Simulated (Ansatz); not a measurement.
## Cs: energy along a strain

Cs, Im-3m, a = 6.045 Å (as given, not relaxed at this level: 0.0 GPa). Ansatz: PBEsol, PAW, 420 eV, Γ-centred 12×12×12 mesh on 1 atom, Gaussian smearing 0.15 eV; no spin polarisation. Cell vectors (Å): -3.022 3.022 3.022; 3.022 -3.022 3.022; 3.022 3.022 -3.022. The cell is strained by x per cent times the pattern (0 1 0 0 0 0) in the order xx yy zz yz xz xy (engineering shears), with fractional coordinates held. y is the free energy over the start, V0 = 110.448 Å³/atom.

| x (%) | y (meV/atom) |
| --- | --- |
| -2.00 | ? |
| -1.50 | -0.18 |
| -1.00 | -0.16 |
| -0.50 | -0.10 |
| 0.00 | 0.00 |
| 0.50 | 0.14 |
| 1.00 | 0.30 |
| 1.50 | 0.51 |
| 1.75 | 0.62 |
| 2.00 | 0.74 |

Task: Fit y = c1 x + c2 x² + c3 x³ to the other rows, get the stiffness along the pattern, and predict the missing energy.

Result: Least squares on the rows shown. y = 0.2352 x + 0.07273 x² − 0.002650 x³. The clamped-ion stiffness p·C·p = 2 × 0.7273 eV × 160.2 / 110.448 Å³ = 2.1 GPa, which is C22 in these axes (C11 of the cubic crystal); c1 is there for the stress left in the start, which by itself gives a slope of 0.23 meV/atom per %. At x = -2.00 the fit asked for gives -0.16 meV/atom. The run gave -0.17 meV/atom, so the fit is 0.01 meV/atom too high, a small miss on the scale of the series.